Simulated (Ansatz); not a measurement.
Calculated electric field gradients for FeGe

The cell is a COD entry whose atoms were relaxed with PBE, the cell held.

```
Fe Ge
1.0
     4.68900    0.00000    0.00000
     0.00000    4.68900    0.00000
     0.00000    0.00000    4.68900
Fe Ge
4 4
Direct
  0.13361 0.13361 0.13361
  0.36639 0.86639 0.63361
  0.63361 0.36639 0.86639
  0.86639 0.63361 0.36639
  0.84134 0.84134 0.84134
  0.65866 0.15866 0.34134
  0.34134 0.65866 0.15866
  0.15866 0.34134 0.65866
```

Atom numbers follow the list; atoms alike are taken as one site, whose name carries the number of the first.

The numbers come from a DFT calculation in Ansatz (r2SCAN, plane waves and PAW, scalar-relativistic, collinear spin, 500 eV cutoff, Γ-centred 7×7×7 k-points, Fermi–Dirac smearing 0.05 eV). Start moments as typed (μB): 3 on each Fe, none on the rest.

C_Q = eQV_zz/h, which is 24.18 MHz for Q = 1 b and V_zz = 10²¹ V/m²; η = (V_xx − V_yy)/V_zz. Directions are in the Cartesian axes of the cell vectors above, for the atom listed; none is given where the gradient is under 0.02 or η is above 0.95.

Question: What field gradients does the calculation give at each kind of site?

Answer: 

```csv
site,first atom,first shell,V_zz (10²¹ V/m²),η,"direction of V_zz (x, y, z)"
Fe,1,"7 Ge at 2.37–2.65 Å, 6 Fe at 2.87 Å",-1.45,0.00,0.58 0.58 0.58
Ge,5,"7 Fe at 2.37–2.65 Å, 6 Ge at 2.91 Å",-7.55,0.00,0.58 0.58 0.58
```

An axis of threefold or higher order runs through Fe and Ge, so V_zz lies along it and η is zero.

The largest force is 0.3 eV/Å, so the atoms aren't at the calculated equilibrium and relaxing them would move these values. The program didn't check the stability of this electronic state in full, so a lower one may lie near. With no gap above 0.1 eV, as in a metal, the gradients converge slowly in k; expect changes of a tenth or more on a denser mesh. With these PAW files V_zz is typically within 2 to 3 % of all-electron values, but misses above 10 % occur on Fe. The magnetic order is the one that the run reached from its start moments, not necessarily the measured one.

Hardware: 1 thread of Intel Xeon Platinum 8175M CPU @ 2.50GHz (Skylake/Cascade Lake) (x86_64; 8 cores open to the job, memory cap 3.0 GiB, no GPU), a shared host with a load of 0.9 a core. Wall time 5.2 min, CPU time 5.2 min, peak memory 0.85 GiB.
